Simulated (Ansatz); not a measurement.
Formation energy of GdO in the zincblende structure

The computed numbers are results of r²SCAN, scalar-relativistic (collinear spin) in the plane-wave PAW code Ansatz at 500 eV, 12×12×12 k-mesh, Gaussian smearing of 0.05 eV. The datasets are Ansatz's generated set soft_2.

The start was a prototype's sites filled with these elements; the Crystallography Open Database holds the compound in this structure.

Symmetry: F-43m, No. 216, cubic system. Conventional cell: a = 5.360 Å, b = 5.360 Å, c = 5.360 Å, α = 90.00°, β = 90.00°, γ = 90.00°. Around Gd (site symmetry -43m) lie 4 O at 2.32 Å. O (site symmetry -43m) has 4 Gd at 2.32 Å as nearest neighbours. (Shells end 15 % past the nearest neighbour.)

The elements were computed in their standard states (gases as isolated molecules) with the same datasets, cutoff and functional. The compound's run is ferromagnetic, with site spin moments Gd 7.02 μB. Total energies depend on the potentials used, so only differences within one code and one set of settings carry meaning.

Energy of the relaxed cell (2 atoms, smearing extrapolated to zero): -9918.002 eV. Elements, in eV/atom: Gd -9346.238, O -565.983.

Problem. What is the formation energy?

Solution. [-9918.002 − (1 × -9346.238 + 1 × -565.983)] / 2 = -2.89 eV/atom, or -279 kJ per mole of atoms.

The value is for 0 K, without zero-point energy and without any correction for the binding of gas molecules. Uncorrected semilocal values for oxides, chalcogenides and halides often miss by tenths of an eV an atom. A negative value shows stability against the elements alone, not against other compounds or structures.

Without a U the 4f levels of Gd lie too near the Fermi level, so their share of the states there, and what hangs on it, is overstated. Scalar-relativistic only: spin–orbit splittings of the heavy atoms' levels are missing. The run wasn't fully tested for a lower electronic state. Site moments are of spin, integrated over atomic spheres.
